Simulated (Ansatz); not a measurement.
ZrSi in space group P6/mmm (No. 191; Zr on 3f, Si on 1a, Si on 2d) under volume change, the program Ansatz at the PBE level (PAW), shape and atoms relaxed at each volume.

```
V (Å³/atom)  E − E(relaxed) (meV/atom)  P (GPa)
-----------  -------------------------  -------
20.728                            62.4    10.52
21.411                             [?]      [?]
22.095                             6.3     3.01
22.778                             0.0     0.00
23.461                             [?]      [?]
24.145                            21.7    -4.86
24.828                            46.6    -6.78
```

Complete the blanks.


- 23.461, E − E(relaxed) (meV/atom): 5.7
- 23.461, P (GPa): -2.61
- 21.411, E − E(relaxed) (meV/atom): 26.4
- 21.411, P (GPa): 6.50

What does a third-order Birch–Murnaghan fit give for V₀, B₀ and B′?

V₀ = 22.78 Å³/atom, B₀ = 93.1 GPa, B′ = 3.9.

A made-up cell: these elements were put on the sites of a structure type; neither database checked (COD, Materials Project) lists it. COD files the formula under space group No. 62, 63, so this cell is another polymorph or a model. Its standing as an ambient phase is unchecked. The cell was relaxed with PBE under the symmetry of its start; its stability against distortions is not shown here. No spin polarisation was allowed.

Potentials: the later of the program's two PAW sets.
